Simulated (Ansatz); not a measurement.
SrO (rock salt)

```cif
data_O4Sr4
_chemical_formula_sum 'O4 Sr4'
_space_group_name_H-M_alt 'Fm-3m'
_space_group_IT_number 225
_space_group_name_Hall '-F 4 2 3'
_cell_length_a 5.19500
_cell_length_b 5.19500
_cell_length_c 5.19500
_cell_angle_alpha 90.000
_cell_angle_beta 90.000
_cell_angle_gamma 90.000
loop_
_atom_site_label
_atom_site_type_symbol
_atom_site_symmetry_multiplicity
_atom_site_Wyckoff_symbol
_atom_site_fract_x
_atom_site_fract_y
_atom_site_fract_z
_atom_site_occupancy
O1 O 4 a 0.00000 0.00000 0.00000 1
Sr1 Sr 4 b 0.50000 0.50000 0.50000 1
```
(The calculation used a cell of 2 atoms; values per cell refer to that cell.)

The volume is varied about the relaxed value V₀ at fixed cell shape. Symmetry pins the atoms to their sites.

Level of theory: PBE (plane waves to 420 eV, PAW, scalar-relativistic; Ansatz, a quantum-chemistry and plane-wave program). k mesh 11×11×11 (Γ-centred), Fermi-Dirac smearing 0.05 eV. The energy includes the smearing's −TS. Compression counts positive. SrO was relaxed with its symmetry unable to fall. ΔE is measured from the relaxed starting cell.

**Question.** Predict the ΔE (meV/atom) and P (GPa) at V/V₀ = 0.900, 0.960, 1.040, 1.060, 1.080, 1.100.

**Answer.** 
```
V/V₀   ΔE (meV/atom)  P (GPa)
-----  -------------  -------
0.900           56.1     11.3
0.960            8.0      3.8
1.040            6.9     -3.0
1.060           15.0     -4.3
1.080           25.7     -5.5
1.100           38.8     -6.5
```

(Under strain, the slope of the energy per volume gives the stress and its curvature an elastic modulus.)
